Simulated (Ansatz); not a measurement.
**SrO$_{2}$F in Ansatz, settings compared**

The command:

```bash
ansatz run input.yaml --threads 1 --pin off --max-ram 2560MiB --backend cpu --events-out ev --progress --plain --runs-dir out
```

Input:

```yaml
crystal:
  lattice:
    - [3.941492, 0.0, 0.0]
    - [1.970746, -5.753489, 0.0]
    - [0.0, 0.0, -5.751972]
  atoms:
    - { symbol: Sr, position: [0.312, 0.376, 0.75] }
    - { symbol: Sr, position: [0.688, 0.624, 0.25] }
    - { symbol: F, position: [0.984, 0.032, 0.75] }
    - { symbol: F, position: [0.016, 0.968, 0.25] }
    - { symbol: O, position: [0.118, 0.764, 0.0] }
    - { symbol: O, position: [0.882, 0.236, 0.5] }
    - { symbol: O, position: [0.882, 0.236, 0.0] }
    - { symbol: O, position: [0.118, 0.764, 0.5] }
  symmetry: { tolerance: 0.0003 }
kpoints:
  mp_grid: { grid: [5, 5, 3], shift: [0, 0, 0] }
magnetization:
  spin_polarized: false
scf:
  occupations: { method: methfessel_paxton, width: 0.026 }
hamiltonian:
  pseudopotentials: { kind: paw }
  xc: pbe
basis:
  ecutwfc: 420
output:
  forces: true
  stress: true
  eigenvalues: true
```

Origin of the cell: a known structure type with other elements, at an estimated volume, so it need not be a known compound.

Output of this run (shortened):

```
Pseudopotentials: kind: paw
Pseudopotential: Sr, paw, valence charge 10, recommended cutoff 420 eV (normal), Sr.paw.azcp
Pseudopotential: F, paw, valence charge 7, recommended cutoff 420 eV (normal), F.paw.azcp
Pseudopotential: O, paw, valence charge 6, recommended cutoff 420 eV (normal), O.paw.azcp
Functional definition: PBE
  exchange = pbe_x(kappa = kappa, mu = beta*pi^2/3)
  correlation = pbe_c(beta = beta)
Crystal: 8 atoms, lattice volume = 130.439 Å³
Basis set: ecut = 420 eV, 2551 PW (Γ), exchange–correlation on 54×90×80 points (8 copies of the dense FFT grid, shifted against one another)
Bands: 37, of which v1, the nominal top of the filled ones, is band 29 counted from 1 (28 counted from 0)
Symmetry: 8 space group operations
Space group: Cmcm (ITA 63), of the structure as read, at distance tolerance 1.5e-3 Å
[… 7 lines left out …]
Initial density: superposition of atomic densities (neutral atoms: chi_scale 0, normalization atom), corrected by the library's trained network
Functional: x = pbe(κ = 0.804, μ = 0.219515), c = pbe(β = 0.066725)
SCF iter   1: F=—  HF=-10964.691242 eV  Δρ=7.03e-3  dr2=2.62e-2  defer=1
SCF iter   2: F=—  HF=-10964.689671 eV  S|Δr|=    0.00e0  Δρ=3.21e-3  dr2=1.01e-2  defer=54
SCF iter   3: F=—  HF=-10964.689376 eV  S|Δr|=    0.00e0  Δρ=2.14e-3  dr2=3.86e-3
SCF iter   4: F=—  HF=-10964.689904 eV  S|Δr|=    0.00e0  Δρ=1.87e-3  dr2=3.75e-3  defer=54
SCF iter   5: F=—  HF=-10964.689712 eV  S|Δr|=    0.00e0  Δρ=1.27e-3  dr2=1.89e-3  defer=54
[… 2 lines left out …]
SCF iter   8: F=—  HF=-10964.689674 eV  S|Δr|=    0.00e0  Δρ=1.88e-4  dr2=5.11e-5  defer=54
SCF iter   9: F=—  HF=-10964.689609 eV  S|Δr|=    0.00e0  Δρ=8.43e-5  dr2=7.71e-6  defer=54
SCF iter  10: F=—  HF=-10964.689614 eV  S|Δr|=    0.00e0  Δρ=4.35e-5  dr2=1.32e-6  defer=54
SCF iter  11: F=—  HF=-10964.689618 eV  S|Δr|=    0.00e0  Δρ=1.44e-5  dr2=1.44e-7  defer=54
SCF iter  12: F=-10964.689619 eV  HF=-10964.689619 eV  S|Δr|=    0.00e0  Δρ=4.75e-6  dr2=1.52e-8
SCF 1 converged in 12 iterations: F = -10964.689619 eV  dr2 = 1.52e-8
SCF converged after 12 iterations
Stability not checked: this state was not tested for a lower state beside it, because cold or Methfessel-Paxton smearing, or corrected tetrahedra, fill the levels in a way that the test cannot read (fill_not_monotonic; […]
Free energy (F): -10964.689619 eV
Harris-Foulkes:  -10964.689619 eV  (|F-HF|=3.08e-8)
Internal energy: -10964.688842 eV  (E = F + TS)
E sigma→0 (E₀):  -10964.689425 eV
Entropy (-TS):   -0.000777 eV (-0.097 meV/atom)
Fermi energy:    4.539230 eV
--- Per-component energies (eV) ---
  E_band       = -368.729119
  E_kinetic    = 1582.095109
  E_local      = -4328.280794  (includes V_loc(G=0)·N_el)
  E_nonlocal   = 744.338563
  E_hartree    = 1438.437724
  E_xc         = -796.048448
  E_vxc        = -897.859564  (∫ρ·V_xc dr)
  E_paw        = -6414.029991  (= ΣΔE_a)
  E_vpaw       = -345.914369  (= ΣTr[D̂ρ^β])
  E_aug_tail   = 0.012950  (compensation charges beyond the density's cutoff)
  E_ewald      = -3191.213954
  E_smearing   = -0.000777  (= −TS)
  Σ components = -10964.689619   (vs F -10964.689619, Δ=0.00e0)
--- Forces (eV/Å), atoms counted from 1 ---
  atom   1  Sr     0.000000     0.879660     0.000000
  atom   2  Sr     0.000000    -0.879660     0.000000
  atom   3  F      0.000000    -0.359472     0.000000
  atom   4  F      0.000000     0.359472     0.000000
  atom   5  O      0.000000     1.692812     0.488601
  atom   6  O      0.000000    -1.692812     0.488601
  atom   7  O      0.000000    -1.692812    -0.488601
  atom   8  O      0.000000     1.692812    -0.488601
  max |Σ_I F_I| component: 0.00e0 eV/Å
--- Stress (GPa, compression-positive) ---
       -0.391040       0.000000       0.000000
        0.000000       0.020973       0.000000
        0.000000       0.000000       5.988441
  P = ⅓ Tr σ = 1.8728 GPa (18.728 kbar)
```

The same input was run again with these changes:

1. `crystal.symmetry` { tolerance: 0.0003 } → { detect: false }; `scf.occupations.method` methfessel_paxton → fermi_dirac; `scf.occupations.width` 0.026 → 0.3
2. `scf.eigensolver.kind` default → davidson; `basis.ecutwfc` 420 → "500 eV"; `hamiltonian.xc` pbe → rpbe
3. `crystal.symmetry` { tolerance: 0.0003 } → { detect: false }
4. `scf.occupations` { method: methfessel_paxton, width: 0.026 } → default; `scf.max_iter` default → 100

```csv
run,end,SCF iterations,P (GPa),max force component (eV/Å),moment (μB),ΔE(σ→0) (meV/atom)
base,converged,12,1.87,1.693,–,0
1,converged,8,3.14,1.939,–,-13.14
2,converged,11,4.88,1.794,–,–
3,converged,12,1.87,1.693,–,0.00
4,input refused,0,–,–,–,–
```

Energies are compared only where functional, datasets, charge and starting cell are the same.

Not properties of the system: run 1 (too coarse or loose: `scf.occupations.width` = 0.3).

Caveats of the base run: no spin, though holes on the anions or broken bonds may carry moments; the k mesh is coarse if the cell is a metal.

Run 1: wide smearing.
Run 2: forces of this functional can be a tenth off on datasets made under PBE.

The base run ran for 7.1 s on 1 thread of Arm Neoverse V1, on a shared host, peak memory 0.38 GiB, from the program's own first density.
